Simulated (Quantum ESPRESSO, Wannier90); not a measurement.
# Wannier functions of GeTe (R3m)

```
begin unit_cell_cart
ang
   -2.0944950528    3.6277718476    0.0000000000
   -4.1889901056    0.0000000000    0.0000000000
   -2.0944950528    1.2092572825    3.6790270000
end unit_cell_cart
begin atoms_frac
Ge  -0.0077700000 -0.0077700000  0.0233100000
Te  -0.4712230000 -0.4712230000  0.4136690000
end atoms_frac
```

Cell from Materials Project (mp-938), symmetrised, no further relaxation. COD (Crystallography Open Database) has the formula in 3 space groups, this one among them (matched by group alone). Computed values, not measurements, from PBEsol: Quantum ESPRESSO (norm-conserving PseudoDojo potentials, cutoff 64 Ry, spinors with spin-orbit coupling) on a Γ-centred 6×6×6 mesh, then Wannier90. Density: 10×10×10 mesh, cold smearing 0.01 Ry. The cell is built of weakly bound layers, chains or molecules, whose nearest atoms lie 3.30 Å apart. Database cells relaxed without dispersion often hold them too far apart, which can enlarge gaps and weakens couplings between them; spacing and stacking were not compared with the measured crystal.

A tight-binding model is made by disentanglement and projection with no localisation steps (num_iter = 0), so the 16 orbitals stay atom-like: hydrogen-like Ge: s;p; Te: s;p, axes along x, y, z; frozen window up to 1.94 eV relative to the valence-band maximum. It follows pw.x to 8.7 meV rms for states up to 1.4 eV relative to the valence-band maximum. Matrix elements depend on this choice of orbitals and windows.

The 45 largest hoppings ⟨m,0|H|n,R⟩ between different sites (one of each Hermitian pair; signs follow the real orbitals' lobes; the list may end inside a set of equal values):

| m | n | R | distance of the centres (Å) | t (eV) | Im t (eV) |
|---|---|---|---|---|---|
| Ge1 py↑ | Te2 py↑ | 1 0 0 | 2.94 | 1.579 | 0.000 |
| Ge1 py↓ | Te2 py↓ | 1 0 0 | 2.94 | 1.579 | 0.000 |
| Ge1 py↑ | Te2 s↑ | 1 0 0 | 2.88 | -1.405 | 0.000 |
| Ge1 py↓ | Te2 s↓ | 1 0 0 | 2.88 | -1.405 | 0.000 |
| Ge1 s↑ | Te2 py↑ | 1 0 0 | 2.87 | 1.352 | 0.000 |
| Ge1 s↓ | Te2 py↓ | 1 0 0 | 2.87 | 1.352 | 0.000 |
| Ge1 py↑ | Te2 pz↑ | 1 0 0 | 2.89 | 1.323 | 0.000 |
| Ge1 py↓ | Te2 pz↓ | 1 0 0 | 2.89 | 1.323 | 0.000 |
| Ge1 pz↑ | Te2 py↑ | 1 0 0 | 2.89 | 1.319 | 0.000 |
| Ge1 pz↓ | Te2 py↓ | 1 0 0 | 2.89 | 1.319 | 0.000 |
| Te2 s↑ | Ge1 px↑ | 0 0 0 | 2.85 | -1.216 | 0.002 |
| Te2 s↓ | Ge1 px↓ | 0 0 0 | 2.85 | -1.216 | -0.002 |
| Ge1 px↑ | Te2 s↑ | 0 1 0 | 2.85 | 1.216 | -0.002 |
| Ge1 px↓ | Te2 s↓ | 0 1 0 | 2.85 | 1.216 | 0.002 |
| Ge1 s↑ | Te2 px↑ | 0 1 0 | 2.85 | -1.171 | -0.007 |
| Ge1 s↓ | Te2 px↓ | 0 1 0 | 2.85 | -1.171 | 0.007 |
| Te2 px↑ | Ge1 s↑ | 0 0 0 | 2.85 | 1.171 | 0.007 |
| Te2 px↓ | Ge1 s↓ | 0 0 0 | 2.85 | 1.171 | -0.007 |
| Te2 pz↑ | Ge1 px↑ | 0 0 0 | 2.87 | 1.145 | -0.001 |
| Te2 pz↓ | Ge1 px↓ | 0 0 0 | 2.87 | 1.145 | 0.001 |
| Ge1 px↑ | Te2 pz↑ | 0 1 0 | 2.87 | -1.145 | 0.001 |
| Ge1 px↓ | Te2 pz↓ | 0 1 0 | 2.87 | -1.145 | -0.001 |
| Ge1 pz↑ | Te2 px↑ | 0 1 0 | 2.87 | -1.142 | -0.005 |
| Ge1 pz↓ | Te2 px↓ | 0 1 0 | 2.87 | -1.142 | 0.005 |
| Te2 px↑ | Ge1 pz↑ | 0 0 0 | 2.87 | 1.142 | 0.005 |
| Te2 px↓ | Ge1 pz↓ | 0 0 0 | 2.87 | 1.142 | -0.005 |
| Ge1 px↑ | Te2 px↑ | 0 1 0 | 2.90 | 1.015 | 0.005 |
| Ge1 px↓ | Te2 px↓ | 0 1 0 | 2.90 | 1.015 | -0.005 |
| Te2 px↑ | Ge1 px↑ | 0 0 0 | 2.90 | 1.015 | 0.005 |
| Te2 px↓ | Ge1 px↓ | 0 0 0 | 2.90 | 1.015 | -0.005 |
| Ge1 pz↑ | Te2 py↑ | 0 1 -1 | 3.21 | 0.982 | 0.000 |
| Ge1 pz↓ | Te2 py↓ | 0 1 -1 | 3.21 | 0.982 | 0.000 |
| Ge1 py↑ | Te2 px↑ | 0 1 0 | 2.86 | 0.976 | -0.006 |
| Ge1 py↓ | Te2 px↓ | 0 1 0 | 2.86 | 0.976 | 0.006 |
| Te2 px↑ | Ge1 py↑ | 0 0 0 | 2.86 | -0.976 | 0.006 |
| Te2 px↓ | Ge1 py↓ | 0 0 0 | 2.86 | -0.976 | -0.006 |
| Te2 py↑ | Ge1 px↑ | 0 0 0 | 2.86 | -0.976 | 0.000 |
| Te2 py↓ | Ge1 px↓ | 0 0 0 | 2.86 | -0.976 | 0.000 |
| Ge1 px↑ | Te2 py↑ | 0 1 0 | 2.86 | 0.976 | 0.000 |
| Ge1 px↓ | Te2 py↓ | 0 1 0 | 2.86 | 0.976 | 0.000 |
| Ge1 py↑ | Te2 pz↑ | 0 1 -1 | 3.22 | 0.969 | 0.000 |
| Ge1 py↓ | Te2 pz↓ | 0 1 -1 | 3.22 | 0.969 | 0.000 |
| Te2 s↑ | Ge1 s↑ | 0 0 0 | 2.80 | -0.884 | 0.000 |
| Te2 s↓ | Ge1 s↓ | 0 0 0 | 2.80 | -0.884 | 0.000 |
| Ge1 s↑ | Te2 s↑ | 0 1 0 | 2.80 | -0.884 | 0.000 |
